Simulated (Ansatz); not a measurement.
A geometry of WSe2 away from equilibrium: the start of the relaxation of a relaxed WSe2 cell stretched uniformly to 115 % of its volume. All values below come from r2SCAN (plane waves to 500 eV, PAW, scalar-relativistic; Ansatz, a quantum-chemistry and plane-wave program). Γ-centred k-mesh 8×8×2 on the run's cell (coarser than for final values), Fermi–Dirac smearing 0.05 eV.

```xyz
6
Lattice="3.4731 0.0000 0.0000 -1.7365 3.0078 0.0000 0.0000 0.0000 14.3634" Properties=species:S:1:pos:R:3:forces:R:3 pbc="T T T" free_energy=-42711.814 pressure_GPa=-13.5
W      0.0000     2.0052     3.5909    0.0000    0.0000    0.0000
W      1.7365     1.0026    10.7726    0.0000    0.0000    0.0000
Se     0.0000     2.0052     9.0320    0.0000    0.0000    1.9245
Se     1.7365     1.0026     1.8503    0.0000    0.0000    1.9245
Se     1.7365     1.0026     5.3314    0.0000    0.0000   -1.9245
Se     0.0000     2.0052    12.5131    0.0000    0.0000   -1.9245
```

Positions in Å, forces in eV/Å, free energy of the cell in eV (comparable only within this code, potentials and settings). Largest force: 1.92 eV/Å, on Se3, Se4, Se5, Se6 (atoms numbered as listed); the geometry lies 0.16 eV/atom above the end of its relaxation.

No spin polarisation in the result. Without a van der Waals term the distances between weakly bound units are poorly fixed.

The run could not lose the symmetry of its start.

Without dispersion the volume is uncertain too.
